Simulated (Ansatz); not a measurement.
ZnSnN2: computed property card

ZnSnN2:
```xyz
4
Lattice="1.5690 0.9058 5.0811 -1.5690 0.9058 5.0811 0.0000 -1.8117 5.0811" Properties=species:S:1:pos:R:3 pbc="T T T"
Sn     0.0000     0.0000     0.0000
Zn     0.0000     0.0000     7.6217
N      0.0000     0.0000     3.8469
N      0.0000     0.0000    11.3965
```

Space group R-3m (No. 166); conventional cell a = b = 3.138 Å, c = 15.243 Å, α = β = 90.00°, γ = 120.00°.

Method: LDA (plane waves, PAW; program Ansatz). The cell and atoms are relaxed at this level. Other levels are named where they apply.

Cell and energy:

- Volume per atom: 10.83 Å³
- Density: 8.13 g/cm³
- Formation energy from the elements (no fitted shifts): 0.070 eV/atom

Electronic structure:

- Band gap: 0.68 eV (indirect)
- Valence-band maximum: off the standard path, at k = (0.172, -0.227, -0.055) in fractions of the reciprocal vectors
- Conduction-band minimum: at F (3 equivalent valleys)
- Smallest direct gap on the standard path: 0.74 eV
- Electron effective mass: 0.24, 0.25, 0.68 mₑ (principal values)
- Hole effective mass: 0.28, 0.80, 22 mₑ (principal values)

Mechanics:

- Bulk modulus (Birch–Murnaghan fit) = 196 GPa
- Pressure derivative B′ = 4.7

Phonons:

Highest zone-centre frequency (without LO–TO term): 16.87 THz
Zone-centre stability: no imaginary mode at Γ

The cell is a constructed one: a structure type filled with these elements; neither database checked (COD, Materials Project) lists it. Whether it is the stable phase at ambient conditions was not checked. The cell was relaxed with LDA under the symmetry of its start. The references are the lowest solids computed at this level, not always the standard phases (solids in place of the gases). Spin–orbit coupling is left out wherever it is not named.

Potentials: the later of the program's two PAW sets.
